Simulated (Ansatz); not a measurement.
Method: r2SCAN, no spin polarisation; PAW, plane waves to 500 eV, 6×6×6 Γ-centred mesh, cold occupations (width 0.033 eV) (Ansatz 0.2.0), atoms fixed.

Computed maps in the lattice plane spanned by a (left to right, 6.48 Å, 20 points from zero) and b (bottom to top, 6.48 Å, 20 points from zero), 118° apart, at height 0.500 along c. The fields are smooth PAW ones with compensation charges, not the true ones near nuclei.

Valence density. Digits on a logarithmic scale: 0 up to 0.03 e/Å³, each further digit a factor of 1.6, 9 from 1.3 e/Å³ up:
```
32222445544322111233
44334677653211113445
65457999753211235666
76679999742112467898
76699999642113689999
76799997421135799999
66799975321246899997
55677664321346999986
44566665422356899765
34567776432346777654
45679986532245666654
56899996431234667765
67999986421235799976
79999975311247999976
79999863112469999966
78987642112479999766
66665321123579997545
45443111123567764334
33321112234455442222
22111223343433221112
```

ELF. Ten even steps from '0' (0.03) to '9' (0.92):
```
11001333320000000122
53223343331000003666
75444223331000157888
76541002431001688888
77420902330005887557
76420014310037873147
65432244200168851157
43344454200268854576
12356765310268877763
01467777510157777641
13677788620135676532
46754588620024544433
67511588610024422345
77413787300134100246
77557885000332090247
78888861001342001456
78887510001333224445
56663000001333433223
12210000000233331001
00000011100011100000
```

The cell is TlGeSe₂. Which atoms lie within 0.2 Å of this plane, and where (fractions of a and b)?

Ge at (0.75, 0.25), Ge at (0.25, 0.75), Se at (0.17, 0.33), Se at (0.83, 0.67). The whole cell:
```
Ge Se Tl
1.0
    -3.93240    3.93240    3.33211
     3.93240   -3.93240    3.33211
     3.93240    3.93240   -3.33211
Ge Se Tl
2 4 2
Direct
  0.75000 0.25000 0.50000
  0.25000 0.75000 0.50000
  0.67400 0.17400 0.84800
  0.17400 0.32600 0.50000
  0.32600 0.82600 0.15200
  0.82600 0.67400 0.50000
  0.25000 0.25000 0.00000
  0.75000 0.75000 0.00000
```

Origin: a known structure type with other elements, at an estimated volume, so it need not be a known compound. Caveats: many states at the Fermi level without spin polarisation, so a magnetic state may lie lower.
